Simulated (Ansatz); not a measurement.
SiB$_{12}$C$_{2}$:
```yaml
crystal:
  lattice:
    - [2.82346, 1.63013, 4.22173]
    - [-2.82346, 1.63013, 4.22173]
    - [0.00000, -3.26025, 4.22173]
  atoms:
    - { symbol: B, position: [0.31623, 0.80956, 0.80956] }
    - { symbol: B, position: [0.68377, 0.19044, 0.19044] }
    - { symbol: B, position: [0.80956, 0.31623, 0.80956] }
    - { symbol: B, position: [0.19044, 0.68377, 0.19044] }
    - { symbol: B, position: [0.80956, 0.80956, 0.31623] }
    - { symbol: B, position: [0.19044, 0.19044, 0.68377] }
    - { symbol: B, position: [0.67271, 0.99383, 0.99383] }
    - { symbol: B, position: [0.32729, 0.00617, 0.00617] }
    - { symbol: B, position: [0.99383, 0.67271, 0.99383] }
    - { symbol: B, position: [0.00617, 0.32729, 0.00617] }
    - { symbol: B, position: [0.99383, 0.99383, 0.67271] }
    - { symbol: B, position: [0.00617, 0.00617, 0.32729] }
    - { symbol: C, position: [0.63546, 0.63546, 0.63546] }
    - { symbol: C, position: [0.36454, 0.36454, 0.36454] }
    - { symbol: Si, position: [0.50000, 0.50000, 0.50000] }
```

Relaxed with PBE. Special points in fractions of this cell's reciprocal vectors: Γ (0.000, 0.000, 0.000); T (0.500, 0.500, 0.500); H2 (0.734, 0.266, 0.500); H0 (0.500, -0.266, 0.266); L (0.500, 0.000, 0.000); S0 (0.383, -0.383, 0.000); S2 (0.617, 0.000, 0.383); F (0.500, 0.000, 0.500).

### Question
List the band energies nearest the valence-band maximum at these points for the program Ansatz at the PBE level (PAW).

### Answer
In eV from the valence-band maximum; about four levels below and three above (degenerate sets whole), none deeper than 8.9 eV; points with the same levels are listed once.

```csv
k,below,above
Γ,-1.51 -1.51 -1.09 -1.07 -1.07,3.81 4.37 4.37
T,-1.89 -1.70 -1.70 -0.90,1.70 1.70 2.65
H2,-2.39 -1.96 -1.67 -0.87,2.00 2.39 3.25
L,-1.98 -1.74 -1.74 -1.00,1.66 1.98 2.95
S0,-2.78 -2.13 -1.17 -0.55,1.79 2.49 2.94
F,-2.79 -2.05 -1.35 0.00,1.83 2.31 3.27
```

Space group R-3m. The start of the workflow was typed in or built on a structure type; neither database checked (COD, Materials Project) lists it. Its standing as an ambient phase is unchecked. The PBE relaxation kept the symmetry of its start; its stability against distortions is not shown here.

Potentials: the earlier of the program's two PAW sets.
